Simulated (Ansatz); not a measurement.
**InAs (F-43m): elasticity against pressure**

```
CELL_PARAMETERS angstrom
0.00000 3.05463 3.05463
3.05463 0.00000 3.05463
3.05463 3.05463 0.00000
ATOMIC_POSITIONS crystal
In 0.00000 0.00000 0.00000
As 0.75000 0.75000 0.75000
```

This is the zero-pressure cell. At each pressure cell and atoms are relaxed in this structure, and the constants are slopes of the stress at strains of ±0.005 with relaxed ions (the coefficients that govern stability under load). Level: r²SCAN, PAW on Ansatz 0.2.0's default frozen-core files (fitted under PBE), scalar-relativistic; k mesh 14×14×14, strains of ±0.005, Fermi-Dirac smearing of 0.100 eV, cutoff 500 eV. P is the pressure of the relaxed cell, less that of this one.

| P (GPa) | V/V₀ | C11 (GPa) | C12 (GPa) | C44 (GPa) |
| --- | --- | --- | --- | --- |
| 0.00 | 1.0000 | 82.6 | 45.0 | 38.4 |
| 0.98 | 0.9838 | 86.8 | 49.7 | 38.9 |
| 1.99 | ? | ? | ? | ? |
| 3.97 | 0.9418 | 99.2 | 63.4 | 39.7 |
| 6.99 | 0.9076 | 111.0 | 76.9 | 39.5 |
| 9.97 | 0.8794 | 121.9 | 89.9 | 38.7 |
| 14.95 | 0.8405 | 139.0 | 110.9 | 36.2 |

Problem. Does the bulk modulus from the constants agree with the pressure-volume curve?

Solution. A third-order Birch-Murnaghan fit to the volumes shown (F against f, f = [(V₀/V)^(2/3) − 1]/2) gives B₀ = 57.6 GPa and B′ = 4.6. Its −V dP/dV stands beside (C11 + 2C12)/3:

```csv
P (GPa),from P(V),from the constants
0.00,57.6,57.5
0.98,62.1,62.1
3.97,75.3,75.4
6.99,88.2,88.3
9.97,100.6,100.6
14.95,120.9,120.3
```

Problem. What are the pressure derivatives at zero pressure?

Solution. Slopes at V₀ of quadratic fits in −ln(V/V₀) through the first four rows shown, divided by B₀: dC11/dP = 4.4, dC12/dP = 4.7, dC44/dP = 0.6. The mean slopes up to 4.0 GPa are 4.2, 4.6, 0.3; curvature and scatter of the constants part the two. The combination (dC11/dP + 2 dC12/dP)/3 = 4.6 stands against B′.

Problem. Fill the row at 1.99 GPa.

Solution. Cubic fits in −ln(V/V₀) through all rows shown give C11 = 91.1, C12 = 54.4, C44 = 39.3 GPa. Computed: V/V₀ = 0.9684, C11 (GPa) = 91.1, C12 (GPa) = 54.4, C44 (GPa) = 39.3.

Problem. Does a shear stiffness soften?

Solution. C44 goes from 38.4 to 36.2 GPa, through a maximum of 39.7 near 4 GPa; (C11 − C12)/2 goes from 18.8 to 14.1 GPa. C44 and (C11 − C12)/2 soften under pressure, though the lattice stays mechanically stable over this range.

Caveats: no other phase was computed; many crystals of this kind change structure within this range, and rows or crossings beyond such a change describe a metastable lattice; frozen-core PAW files fitted under PBE, their cores solved anew for the functional of the run; the gap is closed or tiny at this level, so small that the run used smearing; responses move with mesh and smearing; phonons weren't checked at these pressures.
